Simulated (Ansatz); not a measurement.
ScPd3:
```
ScPd3
1.0
    3.97409     0.00000     0.00000
    0.00000     3.97409     0.00000
    0.00000     0.00000     3.97409
Pd Sc
3 1
Direct
  0.00000   0.50000   0.50000
  0.50000   0.00000   0.50000
  0.50000   0.50000   0.00000
  0.00000   0.00000   0.00000
```

Relaxed with r²SCAN.

Question: Give the Bader charges and basin volumes of the independent atoms, r²SCAN (plane waves, PAW; program Ansatz).

Answer: 

```csv
atom,Bader charge (e),Bader volume (Å³)
Pd1,-0.55,17.6
Sc4,+1.66,9.9
```

Space group Pm-3m (Cu3Au type). The workflow started from an entry of the Crystallography Open Database (COD). Whether it is the stable phase at ambient conditions was not checked. The cell was relaxed with r²SCAN under the symmetry of its start; whether a distortion lowers the energy is not shown. The run is not spin-polarised.

Potentials: the later of the program's two PAW sets.
